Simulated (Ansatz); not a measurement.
# Sn (hcp type) under strong compression

```xyz
2
Lattice="3.3682 0.0000 0.0000 -1.6841 2.9170 0.0000 0.0000 0.0000 5.3447" Properties=species:S:1:pos:R:3 pbc="T T T"
Sn    0.0000    1.9446    1.3362
Sn    1.6841    0.9723    4.0085
```

The cell comes from a relaxation on PAW files under the same functional, begun from a prototype that needn't be the stable phase.

Its volume is scaled, and at each volume shape and atoms are relaxed on PAW files; all methods then take that cell.

Computed with Ansatz 0.2.0; functional PBEsol, scalar-relativistic. Settings: a Γ-centred 13×13×7 k mesh, Fermi–Dirac smearing of 0.1 eV, no spin polarisation. Methods: LAPW: all electrons, basis error target 1 meV/atom; PAW: frozen-core files, cutoff 420 eV; crystal datasets: all electrons, by PAW datasets that the program makes for each cell; norm-conserving: pseudopotentials, cutoff 980 eV; PAW (cutoff 300 eV): frozen-core files, cutoff 300 eV.

Energies are extrapolated to zero smearing and count from the unscaled cell; pressure is positive in compression; gaps take the mesh and a band path. No temperature or zero-point motion is included.

Spin–orbit coupling is left out, which matters for the heavy atoms. The PAW files were made under PBE. The structure type is held throughout; the real material can change phase at far lower pressure.

```csv
V/V0,V (Å³/atom),P LAPW (GPa),ΔE LAPW (eV/atom),P PAW − LAPW (GPa),ΔE PAW − LAPW (meV/atom),space group,shortest distance (Å)
1.00,26.26,-0.01,0.000,0.00,0.0,P6_3/mmc,3.305
0.95,24.94,3.23,0.013,0.00,0.0,P6_3/mmc,3.252
0.85,22.32,13.23,0.139,0.00,0.0,P6_3/mmc,3.142
0.75,19.69,31.4,0.489,0.01,0.0,P6_3/mmc,3.021
0.65,17.07,?,1.258,0.03,0.3,P6_3/mmc,2.881
0.55,14.44,138.3,2.860,0.21,2.2,P6_3/mmc,2.723
0.45,11.82,300.3,6.263,0.35,6.7,P6_3/mmc,2.548
0.40,10.50,457.5,9.315,0.64,10.3,P6_3/mmc,2.451
```

Problem. Give the missing entry: row "0.65", column "P LAPW (GPa)".

Solution. 66.5.

Problem. Fit the Vinet equation to the LAPW pressures over the whole range, with residuals weighted by 1/(|P| + 0.03·Pmax).

Solution. V0 = 26.35 Å³/atom, B0 = 48.5 GPa and B0′ = 5.67, and the fit misses no point by more than 7 GPa. A fit over so wide a range pins B0 less well than one near rest.

Problem. From the table, what is the rise of the enthalpy H = E + pV up to the last row, and how stiff is the crystal between the last two rows?

Solution. ΔH = 9.315 eV + (457.5 GPa × 10.50 Å³ + 0.01 GPa × 26.26 Å³) × 0.006242 eV/(GPa·Å³) = 39.30 eV/atom, of which pV makes 76 %. The mean bulk modulus there is −ΔP/Δln V = 1330 GPa.

Problem. At the smallest volume, how far do crystal datasets and norm-conserving and PAW (cutoff 300 eV) lie from LAPW in pressure?

Solution. crystal datasets: 0.00 GPa; norm-conserving: -1.20 GPa; PAW (cutoff 300 eV): +2.47 GPa, on a LAPW pressure of 457.5 GPa.

Problem. How do the Löwdin populations by LAPW change from the unscaled cell to the last row?

Solution. Sn 4s 1.99 → 1.96, Sn 5s 1.70 → 1.28, Sn 5p 2.28 → 2.78, Sn 4d 9.99 → 9.96 electrons an atom. These are projections on the shells that the free atoms fill; 0.07 e a cell lies outside them at the start and 0.13 e at the end.
